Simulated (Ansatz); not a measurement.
# Ba: energy along a strain

Ba, Im-3m, a = 5.000 Å (as given, not relaxed at this level: -0.6 GPa). Ansatz: PBEsol, PAW, 420 eV, Γ-centred 14×14×14 mesh on 1 atom, Gaussian smearing 0.15 eV; no spin polarisation. Cell vectors (Å): -2.500 2.500 2.500; 2.500 -2.500 2.500; 2.500 2.500 -2.500. The cell is strained by x per cent times the pattern (1 0 0 0 0 0) in the order xx yy zz yz xz xy (engineering shears), with fractional coordinates held. y is the free energy over the start, V0 = 62.500 Å³/atom. Points with a strain past 8.5 % were computed too (3) and aren't used here.

| x (%) | y (meV/atom) |
| --- | --- |
| -7.50 | ? |
| -5.00 | -6.03 |
| -2.50 | -4.52 |
| 0.00 | 0.00 |
| 2.50 | 7.04 |
| 5.00 | 16.18 |
| 7.50 | 27.03 |

Fit y = c1 x + c2 x² + c3 x³ to the other rows, get the stiffness along the pattern, and predict the missing energy.

Least squares on the rows shown. y = 2.3364 x + 0.20309 x² − 0.0045536 x³. The clamped-ion stiffness p·C·p = 2 × 2.031 eV × 160.2 / 62.500 Å³ = 10.4 GPa, which is C11 in these axes (second derivative at the start, which stands under stress). At x = -7.50 the fit asked for gives -4.18 meV/atom. The run gave -4.09 meV/atom, so the fit is 0.09 meV/atom too low, a small miss on the scale of the series.